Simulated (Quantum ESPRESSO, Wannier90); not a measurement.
## Sn (diamond): Wannier90 run

Cell from Materials Project (mp-117), symmetrised, no further relaxation. COD (Crystallography Open Database) has the formula in 5 space groups, this one among them (matched by group alone). Computed values, not measurements, from PBEsol: Quantum ESPRESSO (norm-conserving PseudoDojo potentials, cutoff 58 Ry, no spin polarisation, no spin-orbit coupling) on a Γ-centred 8×8×8 mesh, then Wannier90. Density: 12×12×12 mesh, cold smearing 0.01 Ry. Spin-orbit coupling is left out although heavy elements are present.

On the energy scale of pw.x, whose zero is arbitrary, the Fermi level lies at 7.44 eV.

Input w.win:

```
num_bands = 10
num_wann = 8
exclude_bands = 1-10,21-25
num_iter = 800
conv_tol = 1.0e-7
conv_window = 4
dis_num_iter = 1000
dis_conv_tol = 1.0e-7
dis_froz_max = 8.94
write_hr = true
write_u_matrices = true
begin projections
Sn: s;p
end projections
begin unit_cell_cart
ang
    0.0000000000    3.2849850000    3.2849850000
    3.2849850000    0.0000000000    3.2849850000
    3.2849850000    3.2849850000    0.0000000000
end unit_cell_cart
begin atoms_frac
Sn   0.5000000000  0.5000000000  0.5000000000
Sn  -0.2500000000 -0.2500000000 -0.2500000000
end atoms_frac
mp_grid = 8 8 8
begin kpoints
0.0000000000 0.0000000000 0.0000000000
0.0000000000 0.0000000000 0.1250000000
0.0000000000 0.0000000000 0.2500000000
... (509 more lines: the 8x8x8 mesh through Gamma)
end kpoints
```

Input of pw2wannier90.x that gives the overlap and projection files (equivalent; here they were cut from one run over all bands):

```
&inputpp
  outdir = './out'
  prefix = 'pwscf'
  seedname = 'w'
  write_amn = .true.
  write_mmn = .true.
/
```

Output w.wout (banner and timings cut):

```
                                    ------
                                    SYSTEM
                                    ------

                              Lattice Vectors (Ang)
                    a_1     0.000000   3.284985   3.284985
                    a_2     3.284985   0.000000   3.284985
                    a_3     3.284985   3.284985   0.000000

                   Unit Cell Volume:      70.89738  (Ang^3)

                        Reciprocal-Space Vectors (Ang^-1)
                    b_1    -0.956349   0.956349   0.956349
                    b_2     0.956349  -0.956349   0.956349
                    b_3     0.956349   0.956349  -0.956349

 *----------------------------------------------------------------------------*
 |   Site       Fractional Coordinate          Cartesian Coordinate (Ang)     |
 +----------------------------------------------------------------------------+
 | sn   1   0.50000   0.50000   0.50000   |    3.28498   3.28498   3.28498    |
 | sn   2  -0.25000  -0.25000  -0.25000   |   -1.64249  -1.64249  -1.64249    |
 *----------------------------------------------------------------------------*
                                ------------
                                K-POINT GRID
                                ------------

             Grid size =  8 x  8 x  8      Total points =  512

 *---------------------------------- MAIN ------------------------------------*
 |  Number of Wannier Functions               :                 8             |
 |  Number of Objective Wannier Functions     :                 8             |
 |  Number of input Bloch states              :                10             |
 |  Output verbosity (1=low, 5=high)          :                 1             |
 |  Timing Level (1=low, 5=high)              :                 1             |
 |  Optimisation (0=memory, 3=speed)          :                 3             |
 |  Length Unit                               :               Ang             |
 |  Post-processing setup (write *.nnkp)      :                 F             |
 |  Using Gamma-only branch of algorithms     :                 F             |
 *----------------------------------------------------------------------------*
 *------------------------------- WANNIERISE ---------------------------------*
 |  Total number of iterations                :               800             |
 |  Number of CG steps before reset           :                 5             |
 |  Trial step length for line search         :             2.000             |
 |  Convergence tolerence                     :         0.100E-06             |
 |  Convergence window                        :                 4             |
 |  Iterations between writing output         :                 1             |
 |  Iterations between backing up to disk     :               100             |
 |  Write r^2_nm to file                      :                 F             |
 |  Write xyz WF centres to file              :                 F             |
 |  Write on-site energies <0n|H|0n> to file  :                 F             |
 |  Use guiding centre to control phases      :                 F             |
 |  Use phases for initial projections        :                 F             |
 *----------------------------------------------------------------------------*
 *------------------------------- DISENTANGLE --------------------------------*
 |  Using band disentanglement                :                 T             |
 |  Total number of iterations                :              1000             |
 |  Mixing ratio                              :             0.500             |
 |  Convergence tolerence                     :         1.000E-07             |
 |  Convergence window                        :                 3             |
 *----------------------------------------------------------------------------*
 *-------------------------------- PLOTTING ----------------------------------*
 |  Plotting Hamiltonian in WF basis          :                 T             |
 *----------------------------------------------------------------------------*

       ... (k-mesh section left out)

 Starting a new Wannier90 calculation ...

 Reading overlaps from w.mmn

 Reading projections from w.amn

 *------------------------------- DISENTANGLE --------------------------------*
 +----------------------------------------------------------------------------+
 |                              Energy  Windows                               |
 |                              ---------------                               |
 |                   Outer:   -2.93347  to   16.88350  (eV)                   |
 |                   Inner:   -2.93347  to    8.94000  (eV)                   |
 +----------------------------------------------------------------------------+
   Number of target bands to extract:    8

                   Unitarised projection of Wannier functions
                   ------------------------------------------
   A_mn = <psi_m|g_n> --> S = A.A^+ --> U = S^-1/2.A
   In dis_project... done
   Using an inner window (linner = T)
   In dis_proj_froz... done

                   Extraction of optimally-connected subspace
                   ------------------------------------------
 +---------------------------------------------------------------------+<-- DIS
 |  Iter     Omega_I(i-1)      Omega_I(i)      Delta (frac.)           |<-- DIS
 +---------------------------------------------------------------------+<-- DIS
       1      30.75036338      25.20011076       2.202E-01    <-- DIS
       2      26.93817695      23.74280797       1.346E-01    <-- DIS
       3      25.07404650      22.87730960       9.602E-02    <-- DIS
       4      23.79752043      22.33531360       6.547E-02    <-- DIS
       5      22.94705749      21.98991089       4.353E-02    <-- DIS
       6      22.38775386      21.76644019       2.854E-02    <-- DIS
       ... (lines left out)
      79      21.29927409      21.29927218       8.947E-08    <-- DIS
      80      21.29927386      21.29927218       7.898E-08    <-- DIS
      81      21.29927367      21.29927218       6.971E-08    <-- DIS

             <<<      Delta < 1.000E-07  over  3 iterations     >>>
             <<< Disentanglement convergence criteria satisfied >>>

        Final Omega_I    21.29927218 (Ang^2)

 +----------------------------------------------------------------------------+

 Writing checkpoint file w.chk... done

 *------------------------------- WANNIERISE ---------------------------------*
 +--------------------------------------------------------------------+<-- CONV
 | Iter  Delta Spread     RMS Gradient      Spread (Ang^2)            |<-- CONV
 +--------------------------------------------------------------------+<-- CONV

 ------------------------------------------------------------------------------
 Initial State
  WF centre and spread    1  (  3.284974,  3.284983,  3.284993 )     2.31270096
  WF centre and spread    2  (  3.284763,  3.284503,  3.284746 )     4.24872584
  WF centre and spread    3  (  3.285415,  3.285408,  3.284861 )     4.24788751
  WF centre and spread    4  (  3.285187,  3.285109,  3.285113 )     4.24785434
  WF centre and spread    5  ( -1.642480, -1.642492, -1.642496 )     2.31270117
  WF centre and spread    6  ( -1.642375, -1.642899, -1.642236 )     4.24862465
  WF centre and spread    7  ( -1.642916, -1.641986, -1.642780 )     4.24784618
  WF centre and spread    8  ( -1.642639, -1.642617, -1.642319 )     4.24797362
  Sum of centres and spreads (  6.569929,  6.570008,  6.569882 )    30.11431429

      0     0.301E+02     0.0000000000       30.1143142882  <-- CONV
        O_D=      0.1267301 O_OD=      8.6883120 O_TOT=     30.1143143 <-- SPRD
 ------------------------------------------------------------------------------
      1    -0.295E+00     0.4359343259       29.8188156775  <-- CONV
        O_D=      0.1091014 O_OD=      8.4104421 O_TOT=     29.8188157 <-- SPRD
      2    -0.140E+00     0.2726953332       29.6783508570  <-- CONV
        O_D=      0.1139981 O_OD=      8.2650806 O_TOT=     29.6783509 <-- SPRD
      3    -0.883E-01     0.2311090883       29.5900026958  <-- CONV
        O_D=      0.1147880 O_OD=      8.1759425 O_TOT=     29.5900027 <-- SPRD
      4    -0.640E-01     0.1890528517       29.5259892397  <-- CONV
        O_D=      0.1178750 O_OD=      8.1088420 O_TOT=     29.5259892 <-- SPRD
      5    -0.510E-01     0.1790139539       29.4750370727  <-- CONV
        O_D=      0.1194522 O_OD=      8.0563127 O_TOT=     29.4750371 <-- SPRD
       ... (lines left out)
    100    -0.501E-01     0.1650464018       25.9530776663  <-- CONV
        O_D=      0.1076175 O_OD=      4.5461880 O_TOT=     25.9530777 <-- SPRD
       ... (lines left out)
    200    -0.184E-04     0.0031237073       23.8401585247  <-- CONV
        O_D=      0.1240444 O_OD=      2.4168419 O_TOT=     23.8401585 <-- SPRD
       ... (lines left out)
    245    -0.633E-07     0.0001632885       23.8399913526  <-- CONV
        O_D=      0.1240363 O_OD=      2.4166829 O_TOT=     23.8399914 <-- SPRD
    246    -0.575E-07     0.0002773026       23.8399912950  <-- CONV
        O_D=      0.1240364 O_OD=      2.4166827 O_TOT=     23.8399913 <-- SPRD
    247     0.940E-08     0.0001655458       23.8399913044  <-- CONV
        O_D=      0.1240373 O_OD=      2.4166818 O_TOT=     23.8399913 <-- SPRD
             <<<     Delta < 1.000E-07  over  4 iterations     >>>
             <<< Wannierisation convergence criteria satisfied >>>
 Final State
  WF centre and spread    1  (  2.786636,  3.783145,  3.783106 )     2.97970516
  WF centre and spread    2  (  2.787159,  2.786881,  2.786313 )     2.97975497
  WF centre and spread    3  (  3.783237,  2.786753,  3.782970 )     2.97986526
  WF centre and spread    4  (  3.783343,  3.783236,  2.787298 )     2.98068040
  WF centre and spread    5  ( -1.144390, -2.140580, -2.140943 )     2.97968517
  WF centre and spread    6  ( -1.144449, -1.144253, -1.144232 )     2.97986968
  WF centre and spread    7  ( -2.141237, -1.144341, -2.140167 )     2.97964713
  WF centre and spread    8  ( -2.140373, -2.140833, -1.144466 )     2.98078354
  Sum of centres and spreads (  6.569927,  6.570008,  6.569879 )    23.83999130

         Spreads (Ang^2)       Omega I      =    21.299272181
        ================       Omega D      =     0.124037302
                               Omega OD     =     2.416681822
    Final Spread (Ang^2)       Omega Total  =    23.839991304
```
